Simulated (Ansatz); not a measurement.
Consider the following.

GeP3:
```xyz
8
Lattice="3.4986 2.0199 3.1585 -3.4986 2.0199 3.1585 0.0000 -4.0398 3.1585" Properties=species:S:1:pos:R:3 pbc="T T T"
Ge     0.0000     0.0000     2.4906
Ge     0.0000     0.0000     6.9848
P      1.8313    -1.0573     5.7599
P      0.0000     2.1146     5.7599
P     -1.8313    -1.0573     5.7599
P     -1.8313     1.0573     3.7154
P      1.8313     1.0573     3.7154
P      0.0000    -2.1146     3.7154
```

This is the LDA-relaxed structure. x, y and z are the axes in which the lattice vectors are written.

Q: All from the program Ansatz at the LDA level (PAW), unless another level is named. Give the Debye temperature from the elastic constants.

A: 433 K.

Q: Next, the elastic constants (relaxed ions, GPa)?

A: C11 = 172, C12 = 48.2, C13 = 34.2, C14 = 14.2, C33 = 63.8, C44 = 46.8.

Space group R-3m. The workflow started from an entry of the Crystallography Open Database (COD). Its standing as an ambient phase is unchecked. The cell was relaxed with LDA under the symmetry of its start; its stability against distortions is not shown here. A crystal of weakly bound layers computed without a dispersion correction: the cell and the soft elastic constants depend strongly on that. As this level gives no gap, shear constants depend on the k-mesh and smearing (Fermi–Dirac, 0.1 eV here).

Potentials: the later of the program's two PAW sets.
